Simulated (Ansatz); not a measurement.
Na (bcc (W type), space group No. 229) under volume change, LDA in the plane-wave PAW code Ansatz, scaled uniformly.

| V (Å³/atom) | E − E(relaxed) (meV/atom) | P (GPa) |
|---|---|---|
| 30.295 | 8.9 | 1.03 |
| 31.294 | 3.8 | 0.63 |
| 32.293 | 0.9 | 0.29 |
| 33.292 | 0.0 | 0.00 |
| 34.290 | 0.8 | -0.26 |
| 35.289 | 3.1 | -0.48 |
| 36.288 | 6.7 | -0.67 |

Task: What does a third-order Birch–Murnaghan fit give for V₀, B₀ and B′?

Result: V₀ = 33.29 Å³/atom, B₀ = 9.1 GPa, B′ = 3.7.

Space group Im-3m (bcc (W type)). Symmetry was held in the LDA relaxation.

Potentials: the earlier of the program's two PAW sets. The files were generated under PBE; for other functionals the program regenerates the frozen cores, and for LDA and PBEsol the local potential too.
